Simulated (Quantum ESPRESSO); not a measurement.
AlHf3FO7, one run as intended and one with a planted mistake

A calculation, not a measurement. The program is pw.x of Quantum ESPRESSO 7.5 (plane-wave density functional theory). The cell is made up: 12 atoms on a rutile lattice, with randomly drawn elements, strain and displacements, not relaxed. PseudoDojo standard norm-conserving files (v0.5 for PBE, v0.4.1 for LDA and PBEsol) set the functional; there is no spin polarisation, spin-orbit coupling or dispersion term, and the masses in the input are unused placeholders.

The hafnium pseudopotential is less sure than the others, with forces about 3 percent (worst 6) and pressure in oxides about 1.5 GPa (worst 2.7) from a second method in checks, which no rerun with the same files tests.

Intended input:

```
&control calculation='scf', pseudo_dir='./dojo.nc.sr.pbe.v0_5.standard.upf', outdir='./o', disk_io='low', tprnfor=.true., tstress=.true. /
&system ibrav=0, nat=12, ntyp=4, nbnd=50, ecutwfc=84.00895049, nosym=.true., tot_charge=0,
 occupations='smearing', smearing='fd', degauss=0.0018374661
/
&electrons conv_thr=7.350e-09, electron_maxstep=60, /
ATOMIC_SPECIES
Al 1.0 Al.upf
F 1.0 F.upf
Hf 1.0 Hf.upf
O 1.0 O.upf
CELL_PARAMETERS angstrom
4.9232 -0.0914 0.0501
-0.0914 4.9733 0.0269
0.0663 0.0355 6.3357
ATOMIC_POSITIONS angstrom
Al 0.0216 -0.0404 -0.0459
Hf 2.4258 2.4319 1.6393
Hf -0.0912 0.0161 3.2231
Hf 2.427 2.4862 4.8292
F 1.4552 1.5061 0.0678
O 3.3804 3.354 -0.0424
O 3.9659 0.9413 1.7096
O 0.8851 3.9043 1.565
O 1.494 1.4203 3.2568
O 3.3891 3.3549 3.1691
O 4.0889 1.0061 4.7881
O 0.8972 4.0196 4.8302
K_POINTS automatic
5 5 4 1 1 1
```

The log is shortened where brackets say so; the opening notice, blank lines, dates and the lines on written files are dropped, and the path of the files is cut. It prints rydbergs, bohrs and kilobars, and counts compression as positive stress. Where no state is partly filled, the Fermi energy that it prints is only some level between the filled and the empty states on the mesh, and need not lie in the true gap.

Log of the intended run:

```
     Program PWSCF v.7.5
     Parallel version (MPI & OpenMP), running on       4 processor cores
     Number of MPI processes:                 4
     Threads/MPI process:                     1
     [start-up lines left out]
     bravais-lattice index     =            0
     lattice parameter (alat)  =       9.3056  a.u.
     unit-cell volume          =    1046.3447 (a.u.)^3
     number of atoms/cell      =           12
     number of atomic types    =            4
     number of electrons       =        88.00
     number of Kohn-Sham states=           50
     kinetic-energy cutoff     =      84.0090  Ry
     charge density cutoff     =     336.0358  Ry
     scf convergence threshold =      7.3E-09
     mixing beta               =       0.7000
     number of iterations used =            8  plain     mixing
     Exchange-correlation= PBE
                           (   1   4   3   4   0   0   0)
     [axes and pseudopotential details left out]
   Cartesian axes
     site n.     atom                  positions (alat units)
         1        Al     tau(   1) = (   0.0043864  -0.0082042  -0.0093211  )
         2        Hf     tau(   2) = (   0.4926179   0.4938567   0.3328999  )
         3        Hf     tau(   3) = (  -0.0185204   0.0032695   0.6545291  )
         4        Hf     tau(   4) = (   0.4928616   0.5048836   0.9806870  )
         5        F      tau(   5) = (   0.2955139   0.3058504   0.0137684  )
         6        O      tau(   6) = (   0.6864728   0.6811116  -0.0086104  )
         7        O      tau(   7) = (   0.8053728   0.1911539   0.3471760  )
         8        O      tau(   8) = (   0.1797412   0.7928634   0.3178115  )
         9        O      tau(   9) = (   0.3033932   0.2884266   0.6613728  )
        10        O      tau(  10) = (   0.6882395   0.6812944   0.6435631  )
        11        O      tau(  11) = (   0.8303510   0.2043132   0.9723406  )
        12        O      tau(  12) = (   0.1821984   0.8162779   0.9808900  )
     number of k points=    50  Fermi-Dirac smearing, width (Ry)=  0.0018
                       cart. coord. in units 2pi/alat
        k(    1) = (   0.1009133   0.1003527   0.0955356), wk =   0.0400000
        k(    2) = (   0.0989155   0.0992648   0.2898704), wk =   0.0400000
     [further k points left out]
     Dense  grid:   108819 G-vectors     FFT dimensions: (  60,  60,  72)
     Estimated max dynamical RAM per process >     319.85 MB
     Estimated total dynamical RAM >       1.17 GB
     Initial potential from superposition of free atoms
     starting charge      87.9920, renormalised to      88.0000
     Starting wfcs are   66 randomized atomic wfcs
     total cpu time spent up to now is       10.2 secs
     per-process dynamical memory:   252.4 Mb
     Self-consistent Calculation
     iteration #  1     ecut=    84.01 Ry     beta= 0.70
     Davidson diagonalization with overlap
     ethr =  1.00E-02,  avg # of iterations =  2.0
     total cpu time spent up to now is       28.1 secs
     total energy              =    -623.43851496 Ry
     estimated scf accuracy    <       4.09566128 Ry
     iteration #  2     ecut=    84.01 Ry     beta= 0.70
     Davidson diagonalization with overlap
     ethr =  4.65E-03,  avg # of iterations =  3.9
     total cpu time spent up to now is       51.1 secs
     total energy              =    -623.95848276 Ry
     estimated scf accuracy    <       7.41122600 Ry
     [iterations 3 to 12 left out]
     iteration # 13     ecut=    84.01 Ry     beta= 0.70
     Davidson diagonalization with overlap
     ethr =  1.27E-10,  avg # of iterations =  2.8
     total cpu time spent up to now is      306.2 secs
     total energy              =    -625.45956690 Ry
     estimated scf accuracy    <       0.00000002 Ry
     iteration # 14     ecut=    84.01 Ry     beta= 0.70
     Davidson diagonalization with overlap
     ethr =  2.74E-11,  avg # of iterations =  4.0
     total cpu time spent up to now is      329.4 secs
     End of self-consistent calculation
     [lines on levels left out]
     the Fermi energy is     9.3745 ev
!    total energy              =    -625.45956690 Ry
     estimated scf accuracy    <          1.5E-09 Ry
     smearing contrib. (-TS)   =       0.00000000 Ry
     internal energy E=F+TS    =    -625.45956690 Ry
     The total energy is F=E-TS. E is the sum of the following terms:
     one-electron contribution =    -198.84741668 Ry
     hartree contribution      =     143.13040237 Ry
     xc contribution           =    -157.45420785 Ry
     ewald contribution        =    -412.28834474 Ry
     convergence has been achieved in  14 iterations
     Forces acting on atoms (cartesian axes, Ry/au):
     atom    1 type  1   force =    -0.04345288   -0.07349573    0.01799535
     atom    2 type  3   force =     0.03275874    0.05450454    0.08741004
     atom    3 type  3   force =     0.05119175    0.00407760   -0.04470227
     atom    4 type  3   force =     0.03563190    0.05065274   -0.11245300
     atom    5 type  2   force =    -0.05301075   -0.06835905   -0.00717960
     atom    6 type  4   force =     0.00004829    0.01944561    0.03033191
     atom    7 type  4   force =     0.00637080   -0.01993106   -0.06469155
     atom    8 type  4   force =    -0.00829860    0.03308987   -0.03137464
     atom    9 type  4   force =     0.03002428    0.02938428   -0.01716561
     atom   10 type  4   force =    -0.03625312   -0.01317196    0.02886381
     atom   11 type  4   force =    -0.02132229   -0.02132732    0.07306632
     atom   12 type  4   force =     0.00631187    0.00513050    0.03989925
     Total force =     0.261352     Total SCF correction =     0.000078
     Computing stress (Cartesian axis) and pressure
          total   stress  (Ry/bohr**3)                   (kbar)     P=      -86.49
  -0.00069237   0.00067192  -0.00003714         -101.85       98.84       -5.46
   0.00067192  -0.00077556   0.00004575           98.84     -114.09        6.73
  -0.00003714   0.00004575  -0.00029581           -5.46        6.73      -43.52
     init_run     :      9.64s CPU     10.02s WALL (       1 calls)
     electrons    :    316.61s CPU    319.23s WALL (       1 calls)
     forces       :      3.41s CPU      3.47s WALL (       1 calls)
     stress       :     12.89s CPU     13.26s WALL (       1 calls)
     [timing details left out]
     PWSCF        :   5m42.80s CPU   5m46.39s WALL
     JOB DONE.
```

A second run has one planted mistake: the cell has the wrong charge. The input lines that differ, file-writing options aside:

```
- &system ibrav=0, nat=12, ntyp=4, nbnd=50, ecutwfc=84.00895049, nosym=.true., tot_charge=0,
+ &system ibrav=0, nat=12, ntyp=4, nbnd=51, ecutwfc=84.00895049, nosym=.true., tot_charge=-1,
```

Its log:

```
     Program PWSCF v.7.5
     Parallel version (MPI & OpenMP), running on       4 processor cores
     Number of MPI processes:                 4
     Threads/MPI process:                     1
     [start-up lines left out]
     bravais-lattice index     =            0
     lattice parameter (alat)  =       9.3056  a.u.
     unit-cell volume          =    1046.3447 (a.u.)^3
     number of atoms/cell      =           12
     number of atomic types    =            4
     number of electrons       =        89.00
     number of Kohn-Sham states=           51
     kinetic-energy cutoff     =      84.0090  Ry
     charge density cutoff     =     336.0358  Ry
     scf convergence threshold =      7.3E-09
     mixing beta               =       0.7000
     number of iterations used =            8  plain     mixing
     Exchange-correlation= PBE
                           (   1   4   3   4   0   0   0)
     [axes and pseudopotential details left out]
   Cartesian axes
     site n.     atom                  positions (alat units)
         1        Al     tau(   1) = (   0.0043864  -0.0082042  -0.0093211  )
         2        Hf     tau(   2) = (   0.4926179   0.4938567   0.3328999  )
         3        Hf     tau(   3) = (  -0.0185204   0.0032695   0.6545291  )
         4        Hf     tau(   4) = (   0.4928616   0.5048836   0.9806870  )
         5        F      tau(   5) = (   0.2955139   0.3058504   0.0137684  )
         6        O      tau(   6) = (   0.6864728   0.6811116  -0.0086104  )
         7        O      tau(   7) = (   0.8053728   0.1911539   0.3471760  )
         8        O      tau(   8) = (   0.1797412   0.7928634   0.3178115  )
         9        O      tau(   9) = (   0.3033932   0.2884266   0.6613728  )
        10        O      tau(  10) = (   0.6882395   0.6812944   0.6435631  )
        11        O      tau(  11) = (   0.8303510   0.2043132   0.9723406  )
        12        O      tau(  12) = (   0.1821984   0.8162779   0.9808900  )
     number of k points=    50  Fermi-Dirac smearing, width (Ry)=  0.0018
                       cart. coord. in units 2pi/alat
        k(    1) = (   0.1009133   0.1003527   0.0955356), wk =   0.0400000
        k(    2) = (   0.0989155   0.0992648   0.2898704), wk =   0.0400000
     [further k points left out]
     Dense  grid:   108819 G-vectors     FFT dimensions: (  60,  60,  72)
     Estimated max dynamical RAM per process >     323.61 MB
     Estimated total dynamical RAM >       1.19 GB
     Initial potential from superposition of free atoms
     starting charge      87.9920, renormalised to      89.0000
     Starting wfcs are   66 randomized atomic wfcs
     total cpu time spent up to now is       10.2 secs
     per-process dynamical memory:   255.4 Mb
     Self-consistent Calculation
     iteration #  1     ecut=    84.01 Ry     beta= 0.70
     Davidson diagonalization with overlap
     ethr =  1.00E-02,  avg # of iterations =  2.0
     total cpu time spent up to now is       27.9 secs
     total energy              =    -622.82593616 Ry
     estimated scf accuracy    <       3.47976859 Ry
     iteration #  2     ecut=    84.01 Ry     beta= 0.70
     Davidson diagonalization with overlap
     ethr =  3.91E-03,  avg # of iterations =  4.2
     total cpu time spent up to now is       51.8 secs
     total energy              =    -623.19688949 Ry
     estimated scf accuracy    <       7.24446144 Ry
     [iterations 3 to 12 left out]
     iteration # 13     ecut=    84.01 Ry     beta= 0.70
     Davidson diagonalization with overlap
     ethr =  9.48E-11,  avg # of iterations =  2.1
     total cpu time spent up to now is      304.9 secs
     total energy              =    -624.61501516 Ry
     estimated scf accuracy    <          9.2E-09 Ry
     iteration # 14     ecut=    84.01 Ry     beta= 0.70
     Davidson diagonalization with overlap
     ethr =  1.03E-11,  avg # of iterations =  4.0
     total cpu time spent up to now is      327.0 secs
     End of self-consistent calculation
     [lines on levels left out]
     the Fermi energy is    11.7675 ev
!    total energy              =    -624.61501516 Ry
     estimated scf accuracy    <          1.5E-09 Ry
     smearing contrib. (-TS)   =      -0.00044794 Ry
     internal energy E=F+TS    =    -624.61456722 Ry
     The total energy is F=E-TS. E is the sum of the following terms:
     one-electron contribution =    -197.93544533 Ry
     hartree contribution      =     143.98756455 Ry
     xc contribution           =    -158.37834169 Ry
     ewald contribution        =    -412.28834474 Ry
     convergence has been achieved in  14 iterations
     Forces acting on atoms (cartesian axes, Ry/au):
     atom    1 type  1   force =    -0.04525825   -0.07334596    0.01590486
     atom    2 type  3   force =     0.02409586    0.04630931    0.06757555
     atom    3 type  3   force =     0.04866739    0.00016018   -0.04499934
     atom    4 type  3   force =     0.03018379    0.04560614   -0.11242368
     atom    5 type  2   force =    -0.06934539   -0.08018838   -0.00436004
     atom    6 type  4   force =     0.02743886    0.04869942    0.04570248
     atom    7 type  4   force =     0.00634632   -0.02122512   -0.05426119
     atom    8 type  4   force =    -0.01169684    0.03646977   -0.02590933
     atom    9 type  4   force =     0.00411226   -0.00670205   -0.01358400
     atom   10 type  4   force =     0.00332601    0.01664529    0.02803822
     atom   11 type  4   force =    -0.02181865   -0.01980494    0.06323710
     atom   12 type  4   force =     0.00394863    0.00737633    0.03507938
     Total force =     0.254025     Total SCF correction =     0.000070
     Computing stress (Cartesian axis) and pressure
          total   stress  (Ry/bohr**3)                   (kbar)     P=       85.88
   0.00052501   0.00073558  -0.00001976           77.23      108.21       -2.91
   0.00073558   0.00043931   0.00006369          108.21       64.62        9.37
  -0.00001976   0.00006369   0.00078706           -2.91        9.37      115.78
     init_run     :      9.42s CPU      9.74s WALL (       1 calls)
     electrons    :    315.63s CPU    316.82s WALL (       1 calls)
     forces       :      3.49s CPU      3.52s WALL (       1 calls)
     stress       :     12.39s CPU     12.70s WALL (       1 calls)
     [timing details left out]
     PWSCF        :   5m41.47s CPU   5m43.46s WALL
     JOB DONE.
```

|  | intended run | run with the mistake |
| --- | --- | --- |
| free energy (eV) | -8509.811 | -8498.320 |
| smearing term -TS (eV) | 0.0000 | -0.0061 |
| pressure (GPa) | -8.65 | 8.59 |
| largest force component (eV/Å) | 2.891 | 2.891 |
| largest change of a force component (eV/Å) |  | 1.018 |
| iterations | 14 | 14 |

For scale, a rerun of the intended cell at a cutoff of 1437 eV and k mesh 7 x 7 x 6 moved values by no more than 0.004 eV in energy, 0.03 GPa in stress and 0.002 eV/Å in force. The charged cell sits in a uniform background, so its energy and stress rest on the program's zero of potential. The number of bands, nbnd, was set by rule from the electron count and the smearing, so it follows the mistake.